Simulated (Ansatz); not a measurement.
Consider the following.

HgO:
```cif
data_Hg3O3
_chemical_formula_sum 'Hg3 O3'
_space_group_name_H-M_alt 'P 1'
_space_group_IT_number 1
_cell_length_a 3.52143
_cell_length_b 3.52143
_cell_length_c 8.61737
_cell_angle_alpha 90.000
_cell_angle_beta 90.000
_cell_angle_gamma 120.000
loop_
_space_group_symop_operation_xyz
  'x, y, z'
loop_
_atom_site_label
_atom_site_type_symbol
_atom_site_fract_x
_atom_site_fract_y
_atom_site_fract_z
_atom_site_occupancy
Hg1 Hg 0.24604 0.24604 0.50000 1
Hg2 Hg 0.75396 0.00000 0.83333 1
Hg3 Hg 0.00000 0.75396 0.16667 1
O1 O 0.53477 0.53477 0.00000 1
O2 O 0.46523 0.00000 0.33333 1
O3 O 0.00000 0.46523 0.66667 1
```

This is the LDA-relaxed structure.

Task: All from LDA in the plane-wave PAW code Ansatz, unless another level is named. Predict the smallest direct gap on the standard path.

Result: 1.50 eV.

Task: Predict the band gap.

Result: 1.33 eV (indirect).

Task: And the conduction-band minimum?

Result: on the K–Γ line, 87 % of the way from K (6 equivalent valleys).

Space group P3_121. The workflow started from a Materials Project entry (that database holds measured and hypothetical structures alike); the Crystallography Open Database copy checked does not list it. COD files the formula under space group No. 44, 62, so this cell is another polymorph or a model. Whether it is the stable phase at ambient conditions was not checked. The LDA relaxation kept the symmetry of its start; phonons on a q-mesh show no instability. A crystal of weakly bound chains computed without a dispersion correction: the cell and the soft elastic constants depend strongly on that. Spin–orbit coupling is left out wherever it is not named.

Potentials: the later of the program's two PAW sets.
